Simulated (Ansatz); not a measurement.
The relaxed structure here is a generated cell of Hf3N4: the first start was made by placing the elements on the sites of a structure type, and the end was not matched to a known phase here, so it may be hypothetical.

The end point of a relaxation of Hf3N4. Space group Cm (No. 8). Calculation: PBEsol (plane waves to 420 eV, PAW, scalar-relativistic; Ansatz, a first-principles code).

```xyz
7
Lattice="3.0794 -5.0969 0.0000 3.0794 5.0969 0.0000 -1.8653 0.0000 3.1312" Properties=species:S:1:pos:R:3 pbc="T T T"
N      2.2520    -2.0423     0.1119
N      2.2520     2.0423     0.1119
N      5.1032     0.0000     1.2828
N      1.5651     0.0000     1.7284
Hf     3.2154     0.0000     0.5766
Hf     0.3144     1.5962     1.2117
Hf     0.3144    -1.5962     1.2117
```

```yaml
volume_per_atom: 14.04 Å³
band_gap: 1.57 eV, indirect (valence top at Γ, conduction bottom at k = (0.1429, 0.1429, -0.2727)) (no spin-orbit coupling)
smallest_direct_gap: 1.88 eV at Γ
shortest_distances: Hf–N 1.99 Å; N–N 2.66 Å; Hf–Hf 3.14 Å
k-mesh: 7×7×11
```

Band energies at high-symmetry points (eV from the VBM; labels of this space group; no spin-orbit coupling), from −5 eV up to 5.7 eV:

```tsv
point	energies
Γ	-4.38 -4.17 -3.75 -3.58 -3.28 -2.84 -2.27 -2.10 -2.08 -1.58 -0.57 0.00 1.88 2.09 3.71 3.86 4.40 4.54 5.37 5.53
A	-4.94 -4.31 -3.33 -3.01 -3.00 -2.50 -2.33 -2.00 -1.75 -1.60 -1.58 -0.82 2.72 3.11 3.29 3.46 4.13 4.40 5.56 5.57 5.68
I2	-4.86 -4.76 -3.71 -3.36 -3.22 -2.74 -2.45 -1.89 -1.64 -0.95 -0.74 -0.60 2.17 3.55 3.63 3.99 4.31 4.64 5.01 5.53
I	-4.86 -4.76 -3.71 -3.36 -3.22 -2.74 -2.45 -1.89 -1.64 -0.95 -0.74 -0.60 2.17 3.55 3.63 3.99 4.31 4.64 5.01 5.53
M2	-4.85 -4.82 -3.75 -3.35 -3.28 -2.76 -2.55 -1.92 -1.27 -1.18 -0.55 -0.54 2.11 3.58 3.90 3.95 4.23 4.65 5.02 5.38
Y	-3.86 -3.58 -3.55 -3.50 -2.94 -2.68 -2.21 -1.60 -1.44 -0.44 -0.15 2.86 3.04 3.86 4.26 4.76 4.92 5.54
L2	-4.98 -4.21 -3.45 -3.36 -2.73 -2.56 -2.45 -2.18 -1.72 -1.27 -1.11 -0.79 2.53 2.65 3.47 4.09 4.55 4.69 5.30 5.70
V2	-4.73 -4.13 -3.67 -3.49 -3.31 -3.04 -2.55 -2.11 -1.68 -1.58 -0.83 -0.22 2.90 3.30 3.37 4.09 4.80 4.86 5.23
```

No spin polarisation in the result.

It was reached from a disturbed copy of a Im-3m (No. 229) cell (AFLOW prototype A4B3_cI14_229_c_b (as in Pt3O4)), against which it lies -0.86 eV/atom.
